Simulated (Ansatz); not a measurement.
Start of a relaxation of C3N2:

```
C N
1.0
     1.52854    0.88250    7.04343
    -1.52854    0.88250    7.04343
     0.00000   -1.76501    7.04343
C N
3 2
Cartesian
  0.0000 0.0000 0.0000
  0.0000 0.0000 4.4733
  0.0000 0.0000 16.6570
  0.0000 0.0000 8.4690
  0.0000 0.0000 12.6613
```

Computed with DFT PBE, scalar-relativistic, plane waves, PAW (Ansatz 0.2.0). Cutoff 420 eV, Gaussian smearing, Γ-centred meshes. Cell and atoms relax first on a coarse mesh and then on a finer one. In between, the cell is made exact in the group found at 0.06 Å. In metals the finer mesh still leaves noise of several meV/atom or more. The steps can't lower the symmetry of their start. No spin polarisation in the relaxation; trial moments died out in a coarse test.

A guess keeps its type if space group and coordination stay and the shape of the cell changes little (axis ratios within about 15 %, angles within 6°); the volume may change.

Question: Does it keep its structure type, or change into something else?

Answer: It doesn't keep its type. The symmetry stays R-3m (No. 166). The volume per atom shrinks by 21.7 %, from 11.4 to 8.9 Å³. The shortest distance goes from 2.10 Å (C–N) to 1.39 Å (C–N). The ratio c/a of the conventional cell changes by a factor of 1.75. Counting neighbours within 15 % of an atom's shortest distance, the start has C 3/6, N 6 and the end C 3/6, N 3. In detail, at the end C on a site of symmetry -3m is surrounded by 6 C at 2.34 Å (long contacts); around C on a site of symmetry 3m lie 3 N at 1.39 Å; around N lie 3 C at 1.39 Å.

```yaml
crystal:
  lattice:
    - [1.16946, 0.67519, 9.41670]
    - [-1.16946, 0.67519, 9.41670]
    - [0.00000, -1.35037, 9.41670]
  atoms:
    - { symbol: C, position: [0.00000, 0.00000, 0.00000] }
    - { symbol: C, position: [0.24839, 0.24839, 0.24839] }
    - { symbol: C, position: [0.75161, 0.75161, 0.75161] }
    - { symbol: N, position: [0.42924, 0.42924, 0.42924] }
    - { symbol: N, position: [0.57076, 0.57076, 0.57076] }
```

The zero of energy is the elements' standard structures at the same level (N₂ as a molecule); no fitted shifts are applied.

Question: At what energy does it end?

Answer: +1.59 eV/atom. A positive value: parting into the elements would lower its energy.

The last run used an 18×18×18 mesh for its 5-atom cell and Gaussian smearing of 0.10 eV. No dispersion correction is applied, so the spacing and binding between layers, chains or molecules are poorly described. The reference form of C is held partly by dispersion forces, which this level lacks. Symmetry constrained the relaxation, so the result can be a saddle point. Another cell of C3N2 relaxed alike, in P-3m1, lies 0.44 eV/atom lower, so this cell isn't the stable form at this level.

In counts of neighbours, a slash parts the counts of unlike sites.
